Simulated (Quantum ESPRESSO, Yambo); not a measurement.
## G0W0 results for AlP at +2 % isotropic strain

```
AlP
1.0
    0.00000     2.78959     2.78959
    2.78959     0.00000     2.78959
    2.78959     2.78959     0.00000
Al P
1 1
Direct
  0.00000   0.00000   0.00000
  0.25000   0.25000   0.25000
```

The PBEsol cell relaxed from Materials Project entry mp-1550 was given an isotropic strain of +2 % on all lattice vectors, and the atoms were relaxed again.

Starting point: norm-conserving PBEsol (Quantum ESPRESSO, 44 Ry, no spin-orbit coupling). G0W0 in Yambo: 4×4×4 Γ-centred k mesh, 148 bands and a 14 Ry block in the screening, 148 bands in G with the Bruneval-Gonze terminator, plasmon pole fitted at 27.2 eV.

```
Property                                             Value
-------------------------------------------------  -------
PBEsol gap along the band path                     1.55 eV
PBEsol gap between the mesh's edge points (Γ → X)  1.55 eV
G0W0 gap between the same points                   2.52 eV
PBEsol smallest direct gap on the mesh (at Γ)      2.64 eV
G0W0 direct gap at that point                      3.61 eV
```

| k point | band | E PBEsol (eV) | E QP (eV) | shift (eV) | Z |
|---|---|---|---|---|---|
| Γ | VB | 0.00 | -0.92 | -0.92 | 0.77 |
| Γ | CB | 2.64 | 2.69 | 0.05 | 0.78 |
| L | VB | -0.73 | -1.67 | -0.94 | 0.77 |
| L | CB | 2.48 | 2.57 | 0.09 | 0.79 |
| X | VB | -2.00 | -2.96 | -0.97 | 0.76 |
| X | CB | 1.55 | 1.60 | 0.05 | 0.80 |

Energies count from the PBEsol valence-band maximum.

Convergence of the G0W0 settings was not tested.
